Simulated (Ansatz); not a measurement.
MoSe₂:
```cif
data_Mo2Se4
_chemical_formula_sum 'Mo2 Se4'
_space_group_name_H-M_alt 'P 1'
_space_group_IT_number 1
_cell_length_a 3.27705
_cell_length_b 3.27705
_cell_length_c 12.73283
_cell_angle_alpha 90.000
_cell_angle_beta 90.000
_cell_angle_gamma 120.000
loop_
_space_group_symop_operation_xyz
  'x, y, z'
loop_
_atom_site_label
_atom_site_type_symbol
_atom_site_fract_x
_atom_site_fract_y
_atom_site_fract_z
_atom_site_occupancy
Mo1 Mo 0.66667 0.33333 0.75000 1
Mo2 Mo 0.33333 0.66667 0.25000 1
Se1 Se 0.33333 0.66667 0.88147 1
Se2 Se 0.66667 0.33333 0.11853 1
Se3 Se 0.66667 0.33333 0.38147 1
Se4 Se 0.33333 0.66667 0.61853 1
```

Relaxed with PBE+D3(BJ).

Problem. Decompose the optical modes at the zone centre into irreducible representations, and say which are infrared and Raman allowed.

Solution. Point group 6/mmm: Γ_opt = A1g + A2u + 2B1g + B2u + E1g + E1u + 2E2g + E2u. Infrared: A2u, E1u. Raman: A1g, E1g, E2g.

Problem. Assign frequencies (DFPT, PBE+D3(BJ) in the plane-wave PAW code Ansatz; without the LO–TO term).

Solution. E2g 30, B1g 51, E2u 165, E1g 167, B2u 238, A1g 244, E2g 282, E1u 282, A2u 346, B1g 350 cm⁻¹.

Subscripts of B labels follow the axes of the standard setting.

Space group P6_3/mmc. The cell was relaxed with PBE+D3(BJ) under the symmetry of its start; phonons on a q-mesh show no instability. The run is not spin-polarised.

Potentials: the later of the program's two PAW sets.
